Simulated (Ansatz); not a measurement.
**GdRh (Pm-3m): the volume from the results**

```xyz
2
Lattice="3.4350 0.0000 0.0000 0.0000 3.4350 0.0000 0.0000 0.0000 3.4350" Properties=species:S:1:pos:R:3 pbc="T T T"
Gd    0.0000    0.0000    0.0000
Rh    1.7175    1.7175    1.7175
```

The reference geometry is a structure as deposited in COD; nothing is relaxed.

Functional, mesh and filling: r²SCAN, 8×8×8 k mesh, Fermi–Dirac smearing of 0.03 eV. PAW means Ansatz 0.2.0 on its default frozen-core files. Site moments are integrated in spheres about the atoms. Start moments (μB): Gd1 7.

The cell is scaled evenly, and every run starts from the same moments. Some of the runs:

```tsv
V/V₀	cell moment (μB)	largest site moment (μB)	F − F(V₀) (meV/atom)	pressure (GPa)
0.66	6.97	6.91	1757	113.2
1	6.91	7.10	0	1.3
1.04	6.88	7.11	4	-2.7
```

Question: Another run of the series gave cell moment (μB) = 6.85, largest site moment (μB) = 7.14, F − F(V₀) (meV/atom) = 43, pressure (GPa) = -7.3. At which V/V₀ was it made?
A. 0.74
B. 0.86
C. 0.8
D. 0.92
E. 1.1
F. 0.96
G. 1.25

Answer: E. V/V₀ = 1.1.

Question: Another run of the series gave cell moment (μB) = 6.81, largest site moment (μB) = 7.21, F − F(V₀) (meV/atom) = 256, pressure (GPa) = -14.2. At which V/V₀ was it made?
A. 0.86
B. 1.25
C. 0.8
D. 1.1
E. 0.74
F. 0.92
G. 0.96

Answer: B. V/V₀ = 1.25.

The whole series:

```csv
V/V₀,cell moment (μB),largest site moment (μB),F − F(V₀) (meV/atom),pressure (GPa)
0.66,6.97,6.91,1757,113.2
0.74,7.05,6.99,867,66.4
0.8,7.05,7.03,460,42.2
0.86,6.98,7.04,208,25.1
0.92,6.95,7.07,67,12.7
0.96,6.93,7.08,19,6.4
1,6.91,7.10,0,1.3
1.04,6.88,7.11,4,-2.7
1.1,6.85,7.14,43,-7.3
1.25,6.81,7.21,256,-14.2
```

The PAW files were made with PBE; the program remakes their cores once for the run's functional and then keeps them frozen. Without U a semilocal functional puts the f levels too near the Fermi level, which can change moments and the order of magnetic states; site and cell moments are spin moments. Under strong compression frozen cores are worth checking against an all-electron run. Spin–orbit coupling is left out although heavy atoms are present. In at least one run the program's final test of stability wasn't made or came to no verdict. With open f shells a run can end in a state that isn't the lowest. r²SCAN is known to give itinerant transition metals moments and polarisation energies that are too large. These are results for the start and cell typed. The real compound can order otherwise, in a larger cell, or not at all, since semilocal functionals at zero temperature often overstate magnetism.
